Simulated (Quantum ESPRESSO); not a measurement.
## Band energies of LiNbO2

```xyz
8
Lattice="2.9218 0.0000 0.0000 -1.4609 2.5303 0.0000 0.0000 0.0000 10.4510" Properties=species:S:1:pos:R:3 pbc="T T T"
Li     0.0000     0.0000     0.0000
Li     0.0000     0.0000     5.2255
O      0.0000     1.6869     1.2732
O      1.4609     0.8434     9.1778
O      1.4609     0.8434     6.4988
O      0.0000     1.6869     3.9523
Nb     0.0000     1.6869     7.8383
Nb     1.4609     0.8434     2.6128
```

PBEsol (pw.x of Quantum ESPRESSO, ONCV potentials, without SOC); path ΓMKΓALHA,LM,KH; energies in eV from the valence-band maximum.

```csv
k (1/Å),point,band 24,band 25,band 26,band 27,band 28,band 29,band 30,band 31
0.00,Γ,-4.20,-4.20,-3.51,-0.43,0.00,1.59,1.59,1.68
0.62,,-4.35,-4.25,-3.81,-1.31,-1.06,2.12,2.39,2.47
1.24,M,-4.45,-4.30,-3.97,-1.25,-0.95,2.56,3.37,3.45
1.96,K,-5.44,-4.35,-4.35,-0.56,-0.52,2.14,2.14,3.89
2.14,,-5.11,-4.58,-4.12,-0.75,-0.69,2.21,2.32,3.75
2.68,,-4.39,-3.90,-3.88,-1.42,-1.23,1.90,2.27,2.71
3.39,Γ,-4.20,-4.20,-3.51,-0.43,0.00,1.59,1.59,1.68
3.39,A,-4.24,-4.24,-4.24,-0.17,-0.17,1.64,1.64,1.64
3.70,,-4.46,-3.91,-3.91,-0.55,-0.55,1.81,1.81,1.82
4.32,,-4.33,-4.19,-4.19,-1.25,-1.25,2.74,2.74,3.13
4.63,L,-4.42,-4.12,-4.12,-1.11,-1.11,2.89,2.89,3.50
4.81,,-4.48,-4.21,-4.21,-1.07,-1.07,3.01,3.01,3.28
5.35,H,-4.71,-4.71,-4.71,-0.54,-0.54,2.14,2.14,3.88
5.49,,-4.85,-4.53,-4.53,-0.66,-0.66,2.24,2.24,3.83
5.92,,-4.57,-4.02,-4.02,-1.34,-1.34,2.19,2.19,3.14
6.50,,-4.46,-3.90,-3.90,-0.50,-0.50,1.74,1.74,1.84
6.78,A,-4.24,-4.24,-4.24,-0.17,-0.17,1.64,1.64,1.64
6.78,L,-4.42,-4.12,-4.12,-1.11,-1.11,2.89,2.89,3.50
7.08,M,-4.45,-4.30,-3.97,-1.25,-0.95,2.56,3.37,3.45
7.08,K,-5.44,-4.35,-4.35,-0.56,-0.52,2.14,2.14,3.89
7.39,H,-4.71,-4.71,-4.71,-0.54,-0.54,2.14,2.14,3.88
```

The PBEsol gap is direct, 1.59 eV at Γ.

Spin-orbit splittings are left out.

Geometry of the Materials Project entry, not relaxed at this level.
